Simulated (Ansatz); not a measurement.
The following input was run with Ansatz 0.2.0.

```yaml
crystal:
  lattice:
    - [6.1257463004, 0.0, 0.0]
    - [-3.0628731502, 5.3050519133, 0.0]
    - [0.0, 0.0, 7.062891]
  atoms:
    - { symbol: Ba, position: [0.0, 0.0, 0.0] }
    - { symbol: Ca, position: [0.0, 0.0, 0.5] }
    - { symbol: Sn, position: [0.33333333, 0.66666667, 0.714356] }
    - { symbol: Sn, position: [0.66666667, 0.33333333, 0.714356] }
    - { symbol: Sn, position: [0.33333333, 0.66666667, 0.285644] }
    - { symbol: Sn, position: [0.66666667, 0.33333333, 0.285644] }
    - { symbol: O, position: [0.305352, 0.305352, 0.708421] }
    - { symbol: O, position: [0.694648, 0.0, 0.708421] }
    - { symbol: O, position: [0.0, 0.694648, 0.708421] }
    - { symbol: O, position: [0.694648, 0.694648, 0.291579] }
    - { symbol: O, position: [0.0, 0.305352, 0.291579] }
    - { symbol: O, position: [0.305352, 0.0, 0.291579] }
    - { symbol: O, position: [0.33333333, 0.66666667, 0.0] }
    - { symbol: O, position: [0.66666667, 0.33333333, 0.0] }
basis:
  ecutwfc: 420
kpoints:
  mp_grid: { grid: [6, 6, 6] }
hamiltonian:
  xc: pbe
scf:
  occupations: { method: gaussian, width: 0.1 }
output:
  forces: true
  stress: true
  eigenvalues: true
  populations: true
```

Command:
```bash
ansatz run input.yaml --threads 2 --pin off --max-ram 3584MiB --backend cpu --events-out ev --progress --plain --runs-dir out
```

All numbers below come from Ansatz, DFT PBE, scalar-relativistic, plane waves, PAW.

From the run's log, abridged:

```
Pseudopotentials: kind: paw
Pseudopotential: Ba, paw, valence charge 10, recommended cutoff 420 eV (normal)
Pseudopotential: Ca, paw, valence charge 10, recommended cutoff 420 eV (normal)
Pseudopotential: Sn, paw, valence charge 14, recommended cutoff 420 eV (normal)
Pseudopotential: O, paw, valence charge 6, recommended cutoff 420 eV (normal)
Functional definition: PBE
Crystal: 14 atoms, lattice volume = 229.526 Å³
Basis set: ecut = 420 eV, 4517 PW (Γ), exchange–correlation on 90×90×96 points (8 copies of the dense FFT grid, shifted against one another)
Bands: 76, of which v1, the nominal top of the filled ones, is band 62 counted from 1 (61 counted from 0)
Symmetry: 12 space group operations
Space group: P-31m (ITA 162), of the structure as read, at distance tolerance 6.1e-5 Å
k-points: 34 of 216
Initial density: superposition of atomic densities (neutral atoms: chi_scale 0, normalization atom), corrected by the library's trained network
Initial wavefunctions: pseudopotential atomic-orbital guess
Functional: x = pbe(κ = 0.804, μ = 0.21951497), c = pbe(β = 0.06672455)
SCF iter   1: F=—  HF=-36407.335102 eV  |F-HF|=—  |Δ(HF+E_count)|=         —  Δρ=4.92e-3  dr2=3.15e-2  ethr=1.77e-3  ⟨swp⟩=8.9  Hψ=12333  notcnv=0  defer=62
SCF iter   2: F=—  HF=-36407.340093 eV  |F-HF|=—  |Δ(HF+E_count)|=   4.99e-3  Δρ=2.20e-3  dr2=2.25e-2  ethr=2.54e-5  ⟨swp⟩=2.1  Hψ=5324  notcnv=0  defer=256
SCF iter   3: F=—  HF=-36407.333473 eV  |F-HF|=—  |Δ(HF+E_count)|=   6.62e-3  Δρ=7.13e-4  dr2=2.08e-3  ethr=1.82e-5  ⟨swp⟩=2.0  Hψ=4528  notcnv=0  defer=256
SCF iter   4: F=—  HF=-36407.333099 eV  |F-HF|=—  |Δ(HF+E_count)|=   3.74e-4  Δρ=3.08e-4  dr2=1.73e-4  ethr=1.68e-6  ⟨swp⟩=3.0  Hψ=4513  notcnv=0  defer=256
SCF iter   5: F=—  HF=-36407.333086 eV  |F-HF|=—  |Δ(HF+E_count)|=   1.34e-5  Δρ=1.07e-4  dr2=1.73e-5  ethr=1.39e-7  ⟨swp⟩=2.0  Hψ=3441  notcnv=0  defer=256
SCF iter   6: F=—  HF=-36407.332742 eV  |F-HF|=—  |Δ(HF+E_count)|=   3.44e-4  Δρ=3.73e-5  dr2=1.63e-6  ethr=1.39e-8  ⟨swp⟩=2.0  Hψ=4624  notcnv=0  defer=229
SCF iter   7: F=—  HF=-36407.332744 eV  |F-HF|=—  |Δ(HF+E_count)|=   1.75e-6  Δρ=1.43e-5  dr2=2.13e-7  ethr=1.31e-9  ⟨swp⟩=2.0  Hψ=3909  notcnv=0  defer=228
SCF iter   8: F=-36407.332744 eV  HF=-36407.332744 eV  |F-HF|=1.22e-8  |Δ(HF+E_count)|=   3.31e-7  Δρ=3.56e-6  dr2=1.73e-8  ethr=8.06e-11  ⟨swp⟩=13.8  Hψ=13886  notcnv=0
SCF 1 converged in 8 iterations: F = -36407.332744 eV  dr2 = 1.73e-8
SCF converged after 8 iterations
Free energy (F): -36407.332744 eV
Harris-Foulkes:  -36407.332744 eV  (|F-HF|=1.22e-8)
Internal energy: -36407.322136 eV  (E = F + TS)
E sigma→0 (E₀):  -36407.327440 eV
Entropy (-TS):   -0.010608 eV (-0.758 meV/atom)
Fermi energy:    8.935211 eV
--- Per-component energies (eV) ---
  E_band       = -558.020880
  E_kinetic    = 2594.752044
  E_local      = -7721.176146  (includes V_loc(G=0)·N_el)
  E_nonlocal   = 382.099444
  E_hartree    = 3733.826162
  E_xc         = -2420.643338
  E_vxc        = -1439.233529  (∫ρ·V_xc dr)
  E_paw        = -23916.405370  (= ΣΔE_a)
  E_vpaw       = -1842.133472  (= ΣTr[D̂ρ^β])
  E_aug_tail   = 0.019294  (compensation charges beyond the density's cutoff)
  E_ewald      = -9059.794225
  E_smearing   = -0.010608  (= −TS)
--- Forces (eV/Å), atoms counted from 1 ---
  atom   1  Ba     0.00000000     0.00000000     0.00000000
  atom   2  Ca     0.00000000     0.00000000     0.00000000
  atom   3  Sn     0.00000000     0.00000000     0.03981401
  atom   4  Sn     0.00000000     0.00000000     0.03981401
  atom   5  Sn     0.00000000     0.00000000    -0.03981401
  atom   6  Sn     0.00000000     0.00000000    -0.03981401
  atom   7  O     -0.00676795    -0.01172244     0.00059503
  atom   8  O      0.01353591     0.00000000     0.00059503
  atom   9  O     -0.00676795     0.01172244     0.00059503
  atom  10  O      0.00676795     0.01172244    -0.00059503
  atom  11  O      0.00676795    -0.01172244    -0.00059503
  atom  12  O     -0.01353591     0.00000000    -0.00059503
  atom  13  O      0.00000000     0.00000000     0.00000000
  atom  14  O      0.00000000     0.00000000     0.00000000
--- Stress (GPa, compression-positive) ---
       -0.372783       0.000000       0.000000
        0.000000      -0.372783       0.000000
        0.000000       0.000000      -0.745042
  P = ⅓ Tr σ = -0.4969 GPa (-4.969 kbar)
--- Band table (eV; the first three rows and the last of 34) ---
  k-point 0: bands = ["-30.4886", "-17.6991", "-12.9532", "-12.8166", "-12.7785", "-12.7785", "-12.7474", "-12.7474", "-12.6473", "-12.5355", "-12.5355", "-12.5330", "-12.5330", "-12.4285", "-12.4285", "-12.4048", "-12.4048", "-12.3904", "-12.3506", "-12.3506", "-12.3319", "-12.3319", "-11.7575", "-11.6497", "-11.6497", "-9.7811", "-9.0014", "-8.7021", "-8.7021", "-8.5311", "-8.5311", "-8.1640", "-7.8144", "-2.9213", "-2.8850", "-2.8850", "0.8768", "1.2548", "1.7688", "2.0878", "3.1737", "3.1737", "3.6819", "3.6819", "4.7494", "5.3835", "5.3835", "5.5525", "5.6517", "5.6517", "5.6986", "5.7320", "5.7320", "6.2319", "6.2319", "6.7217", "6.9740", "6.9740", "6.9805", "7.2499", "7.2499", "8.9707 ...
  k-point 1: bands = ["-30.4886", "-17.6995", "-12.9330", "-12.7912", "-12.7782", "-12.7782", "-12.7476", "-12.7476", "-12.6646", "-12.5355", "-12.5355", "-12.5331", "-12.5331", "-12.4262", "-12.4262", "-12.4197", "-12.4027", "-12.4027", "-12.3529", "-12.3529", "-12.3341", "-12.3341", "-11.7599", "-11.6495", "-11.6495", "-9.7439", "-9.0825", "-8.7084", "-8.7084", "-8.5246", "-8.5246", "-8.1605", "-7.7657", "-2.9359", "-2.8864", "-2.8864", "0.6010", "1.6066", "1.6624", "2.3947", "3.2091", "3.2091", "3.6470", "3.6470", "4.6140", "5.4082", "5.4082", "5.4832", "5.5568", "5.6363", "5.6363", "5.7466", "5.7466", "6.2204", "6.2204", "6.4984", "6.9701", "6.9701", "7.2286", "7.2286", "7.2515", "8.9886 ...
  k-point 2: bands = ["-30.4886", "-17.7004", "-12.8798", "-12.7776", "-12.7776", "-12.7482", "-12.7482", "-12.7221", "-12.7122", "-12.5354", "-12.5354", "-12.5331", "-12.5331", "-12.4965", "-12.4210", "-12.4210", "-12.3980", "-12.3980", "-12.3581", "-12.3581", "-12.3389", "-12.3389", "-11.7644", "-11.6493", "-11.6493", "-9.6360", "-9.2672", "-8.7198", "-8.7198", "-8.5129", "-8.5129", "-8.1535", "-7.6794", "-2.9648", "-2.8892", "-2.8892", "0.3514", "1.4626", "2.2392", "2.9442", "3.3040", "3.3040", "3.5549", "3.5549", "4.1932", "4.9976", "5.4323", "5.4323", "5.6539", "5.6611", "5.6611", "5.7487", "5.7487", "6.1914", "6.1914", "6.1951", "6.9662", "6.9662", "7.1834", "7.1834", "7.6711", "8.7765 ...
  k-point 33: bands = ["-30.4885", "-17.6984", "-12.8939", "-12.8939", "-12.8139", "-12.7851", "-12.7135", "-12.7135", "-12.6165", "-12.6165", "-12.4914", "-12.4850", "-12.4593", "-12.4593", "-12.4305", "-12.4150", "-12.4150", "-12.3970", "-12.3567", "-12.3437", "-12.3437", "-12.3308", "-11.7422", "-11.6869", "-11.6869", "-9.1822", "-9.1822", "-8.9365", "-8.9365", "-8.8347", "-8.5859", "-7.8335", "-7.8335", "-2.8984", "-2.8743", "-2.8743", "0.8822", "0.8822", "1.7606", "1.7606", "4.2545", "4.4614", "4.5014", "4.5014", "4.6888", "4.7992", "4.9890", "4.9890", "5.1831", "5.1831", "5.2952", "5.8363", "5.8363", "6.2310", "6.2310", "6.3266", "7.0766", "7.1123", "7.1123", "7.2706", "8.1352", "8.135 ...
--- Löwdin populations: 14 sites ---
  site symbol q [e]
     0     Ba      8.2152
     1     Ca      8.3213
     2     Sn     12.8034
     3     Sn     12.8034
     4     Sn     12.8034
     5     Sn     12.8034
     6      O      6.9315
     7      O      6.9315
     8      O      6.9315
     9      O      6.9315
    10      O      6.9315
    11      O      6.9315
    12      O      6.8601
    13      O      6.8601
  spilling = 0.007585 (of n_electrons = 124.000000)
```

The run converged.

The run took 49 s on 2 threads of Arm Neoverse N1, with other jobs on the host, peak memory 0.83 GiB.